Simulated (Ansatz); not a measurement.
Input:

Starting cell, GaIr (CsCl type):

```yaml
crystal:
  lattice:
    - [5.99681, 0.00000, 0.00000]
    - [2.99840, 2.99840, 0.00000]
    - [0.00000, 0.00000, 2.99840]
  atoms:
    - { symbol: Ga, position: [0.00000, 0.00000, 0.00000] }
    - { symbol: Ga, position: [0.50000, 0.00000, 0.00000] }
    - { symbol: Ir, position: [0.00000, 0.50000, 0.50000] }
    - { symbol: Ir, position: [0.50000, 0.50000, 0.50000] }
```

The atoms are displaced by Q × the pattern below (from a DFPT mode at M = (0.5, 0.5, 0.0), largest move 1; Q in Å), at fixed cell. It is one choice among 2 degenerate patterns. (q is in reciprocal vectors of the primitive cell; the cell shown is doubled to hold the pattern.)

```tsv
atom	x	y	z
Ga1	1.000	0.000	0.000
Ga2	-1.000	0.000	0.000
Ir3	0.000	0.859	0.000
Ir4	0.000	-0.859	0.000
```

Level of theory: LDA (plane waves to 420 eV, PAW, scalar-relativistic; Ansatz, a quantum-chemistry and plane-wave program). k mesh 15×15×15 (Γ-centred), Fermi-Dirac smearing 0.05 eV. E stands for the smeared free energy. With partly filled bands, energies and forces of such displacements shift with the k mesh and the smearing. GaIr is run without spin polarisation. GaIr was relaxed with its symmetry unable to fall. Spin-orbit coupling is left out, though Ir is heavy. ΔE is measured from the undisplaced structure.

The scan covers Q from -0.100 to 0.100 Å in 13 points.

Q: Is this a single well or a double well?

A: A single well with its minimum at or next to zero displacement.

Q: Which space group does the distorted structure have?

A: Cmmm (No. 65), lowered from Pm-3m.

Q: What is the energy change at Q = 0.100 Å?

A: 89 meV/cell.

Q: What harmonic wavenumber does the curvature at Q = 0 give?

A: 109 cm⁻¹.

(A displaced cell: forces are minus the slopes of the energy, force constants its curvatures, and phonons follow from these.)
